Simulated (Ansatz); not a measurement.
Cs$_{2}$WO$_{2}$F$_{4}$ in space group C2/m (No. 12; Cs on 4i, W on 2a, O on 4i, F on 8j) at seven volumes, DFT-r²SCAN in the program Ansatz with PAW potentials, shape and atoms relaxed at each. One row is withheld.

| V (Å³/atom) | P (GPa) |
|---|---|
| 17.405 | 3.07 |
| 17.979 | 1.84 |
| 18.553 | ? |
| 19.127 | 0.00 |
| 19.700 | -0.64 |
| 20.274 | -1.14 |
| 20.848 | -1.45 |

Fit the shown pressures and predict the withheld one.

Third-order Birch–Murnaghan: P = (3/2)B₀(x^(7/2) − x^(5/2))[1 + (3/4)(B′ − 4)(x − 1)] with x = (V₀/V)^(2/3). Least squares on the six rows gives V₀ = 19.124 Å³/atom, B₀ = 23.50 GPa, B′ = 7.20. At V = 18.553, x = 1.0204 and P = 0.79 GPa. The run itself gave 0.81 GPa.

The first step of the workflow began from a Materials Project structure, measured or hypothetical; the Crystallography Open Database copy checked does not list it. Whether it is the stable phase at ambient conditions was not checked. The cell was relaxed with r²SCAN under the symmetry of its start; whether a distortion lowers the energy is not shown. No spin polarisation was allowed. No Hubbard U is applied. Scalar-relativistic: spin–orbit coupling is off unless named, which matters more the heavier the elements.

Potentials: the later of the program's two PAW sets.
